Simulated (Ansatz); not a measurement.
## Quadrupolar parameters in Cd₅B₃ClO₉

The cell is a COD entry whose atoms were relaxed with PBE, the cell held.

```
Cd B Cl O
1.0
     4.08600   -8.03050    0.00000
     4.08600    8.03050    0.00000
    -0.56107    0.00000    3.42849
Cd B Cl O
5 3 1 9
Direct
  0.99037 0.73423 0.56639
  0.73423 0.99037 0.56639
  0.31139 0.66300 0.91232
  0.66300 0.31139 0.91232
  0.28718 0.28718 0.31012
  0.62106 0.62106 0.97379
  0.97209 0.36890 0.33700
  0.36890 0.97209 0.33700
  0.04918 0.04918 0.71162
  0.77602 0.62357 0.01946
  0.62357 0.77602 0.01946
  0.45019 0.45019 0.87434
  0.16190 0.45530 0.34660
  0.45530 0.16190 0.34660
  0.19657 0.83595 0.12526
  0.83595 0.19657 0.12526
  0.91209 0.45345 0.55521
  0.45345 0.91209 0.55521
```

Sites (sets of like atoms) are named by element and the number of their first atom in this list.

Computed with Ansatz: DFT, r2SCAN, plane waves and PAW, scalar-relativistic, 500 eV cutoff, Γ-centred 4×4×7 k-points, Fermi–Dirac smearing 0.02 eV.

C_Q = eQV_zz/h, which is 24.18 MHz for Q = 1 b and V_zz = 10²¹ V/m²; η = (V_xx − V_yy)/V_zz. Directions are in the Cartesian axes of the cell vectors above, for the atom listed; none is given where the gradient is under 0.02 or η is above 0.95.

| site | first atom | first shell | V_zz (10²¹ V/m²) | η | direction of V_zz (x, y, z) |
| --- | --- | --- | --- | --- | --- |
| Cd1 | 1 | 5 O at 2.19–2.37 Å, 1 Cl at 2.56 Å | 4.41 | 0.35 | -0.60 0.80 0.09 |
| Cd3 | 3 | 5 O at 2.30–2.43 Å; also 1 O at 2.67 Å | -3.83 | 0.97 | – |
| Cd5 | 5 | 4 O at 2.17–2.36 Å, 2 Cl at 2.57–2.61 Å | -4.69 | 0.03 | -0.33 0.00 0.94 |
| B6 | 6 | 3 O at 1.38 Å | 2.76 | 0.09 | -0.25 0.00 0.97 |
| B7 | 7 | 3 O at 1.38–1.40 Å | 2.74 | 0.05 | -0.38 -0.50 0.78 |
| Cl | 9 | 4 Cd at 2.56–2.61 Å | 4.36 | 0.61 | 0.95 0.00 0.30 |
| O10 | 10 | 1 B at 1.38 Å, 3 Cd at 2.29–2.37 Å | -5.14 | 0.74 | 0.89 0.41 0.19 |
| O12 | 12 | 1 B at 1.38 Å, 2 Cd at 2.17–2.18 Å; also 2 Cd at 2.84 Å | -8.20 | 0.29 | 0.00 1.00 0.00 |
| O13 | 13 | 1 B at 1.40 Å, 3 Cd at 2.30–2.36 Å | -4.66 | 0.97 | – |
| O15 | 15 | 1 B at 1.38 Å, 3 Cd at 2.29–2.43 Å | -7.35 | 0.42 | 0.42 0.83 -0.37 |
| O17 | 17 | 1 B at 1.38 Å, 2 Cd at 2.19–2.34 Å; also 2 Cd at 2.67–3.01 Å | -5.34 | 0.88 | 0.78 -0.27 0.56 |

At B6, B7 and O12 V_zz stands upright on the plane through its three neighbours (within 1°) in each case.

Without spin–orbit coupling (the program notes it for Cd) the gradients are little affected as a rule: paired runs on crystals with a gap mostly move them by under 2 % at such atoms. Where η is near 1 the sign of V_zz means little.
